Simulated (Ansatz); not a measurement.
Given:

Starting cell, Zr (hcp, Mg type):

```yaml
crystal:
  lattice:
    - [3.23160, 0.00000, 0.00000]
    - [-1.61580, 2.79864, 0.00000]
    - [0.00000, 0.00000, 5.17363]
  atoms:
    - { symbol: Zr, position: [0.33333, 0.66667, 0.75000] }
    - { symbol: Zr, position: [0.66667, 0.33333, 0.25000] }
```

In this cell atom 2 (Zr, nearest neighbour Zr at 3.189 Å; its periodic images, 3.2 Å or more away, move with it) is moved by s towards the nearest neighbour, unit vector (-0.507, 0.292, -0.811); all other atoms and the cell stay fixed.

The numbers are results of PBE (plane waves to 420 eV, PAW, scalar-relativistic; Ansatz, a first-principles code), not measurements. k mesh 13×13×7 (Γ-centred), Fermi-Dirac smearing 0.05 eV. The energy includes the smearing's −TS. Left out: 1 of 11 points, with atoms too close for the PAW data. With partly filled bands, energies and forces of such displacements shift with the k mesh and the smearing. The PAW data are Ansatz's earlier set. Zr is run without spin polarisation. Zr was relaxed with its symmetry unable to fall. The zero of ΔE is the undisplaced structure.

The scan covers s from -0.640 to 0.512 Å in 10 points.

Problem. Is this a single well or a double well?

Solution. A single well with its minimum at or next to zero displacement.

Problem. What is the energy change at s = 0.512 Å?

Solution. 493 meV/cell.

Problem. What force acts on the atom along the line at s = -0.640 Å?

Solution. 2.89 eV/Å.

Problem. What is the force constant k = d²E/ds² of this move at s = 0?

Solution. 2.90 eV/Å².

(A displaced cell: forces are minus the slopes of the energy, force constants its curvatures, and phonons follow from these.)
